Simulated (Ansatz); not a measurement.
**Zone-centre modes in Cs₂AgAsF₆**

Method: DFT PBEsol, scalar-relativistic, plane waves, PAW (Ansatz). The runs took a 420 eV cutoff, a Γ-centred 6×6×6 mesh and Gaussian smearing (0.05 eV). No spin polarisation.

Zero of the scan (relaxed at this level; it needn't be the usual structure):

```
Cs Ag As F
1.0
     0.00000    4.48847    4.48847
     4.48847    0.00000    4.48847
     4.48847    4.48847    0.00000
Cs Ag As F
2 1 1 6
Direct
  0.75000 0.75000 0.75000
  0.25000 0.25000 0.25000
  0.50000 0.50000 0.50000
  0.00000 0.00000 0.00000
  0.77078 0.22922 0.22922
  0.22922 0.22922 0.77078
  0.22922 0.77078 0.77078
  0.22922 0.77078 0.22922
  0.77078 0.22922 0.77078
  0.77078 0.77078 0.22922
```

Harmonic modes by finite displacements of 0.02 Å, without the LO–TO term.

Question: At this geometry, is the structure stable against these modes?

Answer: Yes: no mode is imaginary beyond 10 cm⁻¹, and only the three translations lie near zero.

Question: List the wavenumbers in cm⁻¹.

Answer: 0, 0, 0, 63, 63, 63, 68, 68, 68, 73, 73, 73, 106, 106, 106, 111, 111, 111, 131, 131, 131, 183, 183, 183, 260, 260, 260, 275, 275, 440.

Cost: 1 run of about 6.5 core-minutes, on Arm Neoverse N1 (shared hosts).